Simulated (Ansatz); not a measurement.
**Question.** Each is relaxed and computed with the program Ansatz at the r²SCAN level (PAW). Which is the only metal?
A. CoH, rock salt
B. LiH, rock salt
C. NaH, rock salt
D. CsH, rock salt

**Answer.** A, CoH, rock salt. CoH: metal; CsH: gap 2.68 eV (direct); NaH: gap 4.40 eV (indirect); LiH: gap 3.63 eV (direct). Spin orders computed, not proven ground states: CoH, rock salt ferromagnetic. Standing as an ambient phase not checked: CoH, rock salt; CsH, rock salt. All cells were relaxed under the symmetry of their starts (and spin orders); stability against distortions was not tested throughout. Spin–orbit coupling is left out wherever it is not named.

Potentials: the later of the program's two PAW sets.
